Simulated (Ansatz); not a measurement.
The elements of this relaxed trial crystal are hidden behind letters.

```
lattice vectors (Å)
   2.9591    0.0000    0.0000
  -1.4795    2.5627    0.0000
   0.0000    0.0000    7.2336
fractional positions
X 0.0000 0.0000 0.9896
X 0.6667 0.3333 0.3470
Z 0.3333 0.6667 0.6542
Q 0.6667 0.3333 0.0879
Q 0.3333 0.6667 0.4436
Q 0.0000 0.0000 0.7278
```

Level of theory: Ansatz 0.2.0, DFT PBE, scalar-relativistic, plane waves, PAW. Cutoff 420 eV, Γ-centred 12×12×4 mesh (6-atom cell), Gaussian smearing of 0.02 eV, no spin polarisation.

* Space group: P3m1 (No. 156)
* Conventional cell: a = 2.959 Å, c = 7.234 Å
* Volume per atom: 9.14 Å³
* Density: 3.23 g/cm³
* Formation energy: −0.995 eV/atom
* Gap on the 12×12×4 mesh of the 6-atom cell: 3.10 eV

Energies are uncorrected and count from the elements' standard states at the same level.

Q: X is a p-block element of period 3, Z is a p-block element of period 2 and Q is a p-block element of period 2. Which elements are they?

A: X = Al, Z = B, Q = N, so the formula is Al2BN3. Density times volume gives a mean mass of 3.23 × 9.14/1.6605 = 17.8 u per atom, and this set has 17.8 u. Around Al on its first site lie 4 N at 1.85–1.89 Å; around B lie 1 N at 1.52 Å and 3 N at 1.79 Å; around N on its first site lie 4 Al at 1.85–1.87 Å; 3 more sites not described. Other sets within the hints have nearly the same mass, so mass alone doesn't settle it; this one was computed.

Kohn–Sham gaps at this level usually fall short of measured ones. A structure relaxed within its symmetry needn't be a true minimum. Another cell of Al2BN3 relaxed alike, in Cm, lies 105 meV/atom lower, so this cell isn't the stable form at this level.
